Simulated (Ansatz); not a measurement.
# Mg3Te: energy from the work of forces and stress

```
CELL_PARAMETERS angstrom
-2.13936 2.13936 5.28249
2.13936 -2.13936 5.28249
2.13936 2.13936 -5.28249
ATOMIC_POSITIONS crystal
Mg 0.50000 0.50000 0.00000
Mg 0.75000 0.25000 0.50000
Mg 0.25000 0.75000 0.50000
Te 0.00000 0.00000 0.00000
```

All numbers below come from Ansatz, DFT PBE, scalar-relativistic, plane waves, PAW.

Settings: cutoff 420 eV, Γ-centred mesh 14×14×14 on the computed 4-atom cell, Gaussian smearing of 0.10 eV; no spin polarisation.

At the start the stress (GPa, compression positive, xx yy zz yz xz xy) is 0.11 0.11 0.12 0.00 0.00 0.00 and all forces are under 0.005 eV/Å. Each variant moves atoms by u and then strains the cell by ε, so an atom ends at (r + u)(1 + ε); shears are tensor components, each standing twice in ε. The starting volume is 96.71 Å³.

Variant 1: strain (xx yy zz yz xz xy, %) 1.71 1.71 -7.29 0.00 0.00 0.00. There the stress is 1.05 1.05 2.50 0.00 0.00 0.00 GPa.

Variant 2: strain (xx yy zz yz xz xy, %) 1.12 1.12 2.62 0.00 0.00 0.00. There the stress is -1.58 -1.58 -1.10 0.00 0.00 0.00 GPa.

Variant 3: strain (xx yy zz yz xz xy, %) -2.75 -2.75 -1.25 0.00 0.00 0.00. There the stress is 3.58 3.58 2.53 0.00 0.00 0.00 GPa.

Variant 4: strain (xx yy zz yz xz xy, %) 3.11 3.11 -5.89 0.00 0.00 0.00. There the stress is -0.63 -0.63 0.72 0.00 0.00 0.00 GPa.

Question: Estimate each change of free energy from forces and stresses by the trapezoid rule along the path (r + tu)(1 + tε), t from 0 to 1, and compare with the computed change.

Answer: The derivative of the energy along the path is −F·u(1 + tε) for the atoms and −V σ(1 + tε)⁻¹ : ε for the cell, with F, σ and V taken at t (σ positive in compression; 1 eV/Å³ = 160.2 GPa). Averaging t = 0 and t = 1 gives, in meV per atom:
```csv
variant,work on atoms,work on cell,sum,computed
1,0.0,12.1,12.1,9.7
2,0.0,4.6,4.6,4.7
3,0.0,17.1,17.1,16.4
4,0.0,6.3,6.3,5.5
```

The rule is exact for a quadratic energy surface and overshoots a term ct³ by c/2, so the difference between the last two columns measures the net anharmonic part along the path (terms of opposite sign can cancel, and the finite basis adds a little): 4 to 25 % here.